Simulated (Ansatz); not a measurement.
Data:

In2Se3:
```cif
data_In2Se3
_chemical_formula_sum 'In2 Se3'
_space_group_name_H-M_alt 'P3m1'
_space_group_IT_number 156
_space_group_name_Hall 'P 3 -2"'
_cell_length_a 3.92541
_cell_length_b 3.92541
_cell_length_c 9.42488
_cell_angle_alpha 90.000
_cell_angle_beta 90.000
_cell_angle_gamma 120.000
loop_
_atom_site_label
_atom_site_type_symbol
_atom_site_symmetry_multiplicity
_atom_site_Wyckoff_symbol
_atom_site_fract_x
_atom_site_fract_y
_atom_site_fract_z
_atom_site_occupancy
In1 In 1 a 0.00000 0.00000 0.41989 1
In2 In 1 a 0.00000 0.00000 0.83198 1
Se1 Se 1 c 0.66667 0.33333 0.61590 1
Se2 Se 1 b 0.33333 0.66667 0.27151 1
Se3 Se 1 c 0.66667 0.33333 0.98571 1
```

This is the PBE+D3(BJ)-relaxed structure.

All from PBE+D3(BJ) (plane waves, PAW; program Ansatz), unless another level is named. Estimate the electronic character.

metallic (no gap).

Give the density of states at the Fermi level.

0.07 states/eV per atom (mean over ±0.08 eV).

What about the formation energy from the elements (no fitted shifts)?

-383 meV/atom.

The start of the workflow was typed in or built on a structure type; neither database checked (COD, Materials Project) lists it. COD files the formula under space group No. 160, 166, 169, 170. Whether it is the stable phase at ambient conditions was not checked. The PBE+D3(BJ) relaxation kept the symmetry of its start; whether a distortion lowers the energy is not shown. The references are the lowest solids computed at this level, not always the standard phases. Spin–orbit coupling is left out wherever it is not named.

Potentials: the earlier of the program's two PAW sets.
